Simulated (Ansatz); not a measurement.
BW in space group Cmcm (No. 63; B on 4c, W on 4c) under volume change, the program Ansatz at the PBEsol level (PAW), shape and atoms relaxed at each volume.

```csv
V (Å³/atom),E − E(relaxed) (meV/atom),P (GPa)
9.338,109.5,41.20
9.646,46.0,25.27
9.954,10.9,11.64
10.262,0.0,-0.01
10.570,9.8,-9.97
10.878,37.4,-18.50
11.186,80.1,-25.77
```

**Question.** What does a third-order Birch–Murnaghan fit give for V₀, B₀ and B′?

**Answer.** V₀ = 10.26 Å³/atom, B₀ = 358 GPa, B′ = 4.2.

The first step of the workflow began from a Materials Project structure, measured or hypothetical; the Crystallography Open Database copy checked does not list it. COD files the formula under space group No. 141. Whether it is the stable phase at ambient conditions was not checked. Symmetry was held in the PBEsol relaxation; its stability against distortions is not shown here. The run is not spin-polarised. Scalar-relativistic: spin–orbit coupling is off unless named, which matters more the heavier the elements.

Potentials: the later of the program's two PAW sets.
